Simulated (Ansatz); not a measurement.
InAs (zinc blende)

```yaml
crystal:
  lattice:
    - [0.00000, 6.10911, 6.10911]
    - [3.05455, 0.00000, 3.05455]
    - [3.05455, 3.05455, 0.00000]
  atoms:
    - { symbol: As, position: [0.37500, 0.75000, 0.75000] }
    - { symbol: As, position: [0.87500, 0.75000, 0.75000] }
    - { symbol: In, position: [0.00000, 0.00000, 0.00000] }
    - { symbol: In, position: [0.50000, 0.00000, 0.00000] }
```

Scan: atom 3 (In, nearest neighbour As at 2.645 Å; its periodic images, 4.3 Å or more away, move with it) is displaced along Cartesian x, direction (1.000, 0.000, 0.000) in Cartesian axes, by s. The other atoms stay.

Computed with r2SCAN (plane waves to 500 eV, PAW, scalar-relativistic; Ansatz, a quantum-chemistry and plane-wave program). k mesh 4×8×8 (Γ-centred), Fermi-Dirac smearing 0.05 eV. Energies are smeared free energies. Compression counts positive. F∥ is the force on the atom along that direction. F⊥ is the part of the force across the line. InAs was relaxed with its symmetry unable to fall. The zero of ΔE is the undisplaced structure.

| s (Å) | ΔE (meV/cell) | |F⊥| (eV/Å) | F∥ (eV/Å) | P (GPa) |
|---|---|---|---|---|
| -0.260 | 257.4 | 0.247 | 1.943 | 0.78 |
| -0.208 | 165.8 | 0.191 | 1.575 | 0.51 |
| -0.156 | 93.8 | 0.139 | 1.194 | 0.30 |
| -0.104 | 41.9 | 0.091 | 0.802 | 0.14 |
| -0.052 | 10.5 | 0.044 | 0.403 | 0.04 |
| 0.000 | 0.0 | 0.000 | 0.000 | 0.01 |
| 0.052 | 10.5 | 0.043 | -0.405 | 0.04 |
| 0.104 | 42.0 | 0.083 | -0.807 | 0.14 |
| 0.156 | 94.3 | 0.122 | -1.202 | 0.29 |
| 0.208 | 166.9 | 0.160 | -1.587 | 0.50 |
| 0.260 | 259.1 | 0.195 | -1.959 | 0.76 |

What the scan shows:

| Quantity | Value |
|---|---|
| Energy at s = 0.260 Å | 259.1 meV/cell |
| Force along the line at s = -0.260 Å | 1.94 eV/Å |
| Shape of the curve | a single well with its minimum at or next to zero displacement |
| Force constant k = d²E/ds² at s = 0 (finite differences) | 7.78 eV/Å² |
| Harmonic estimate at the end of the scan | ½ks² = 262.9 meV/cell against the computed 259.1 meV/cell, so the well is close to harmonic there |

(For displaced atoms, the force is minus the slope of the energy, and its curvature is a force constant, which sets phonon frequencies.)
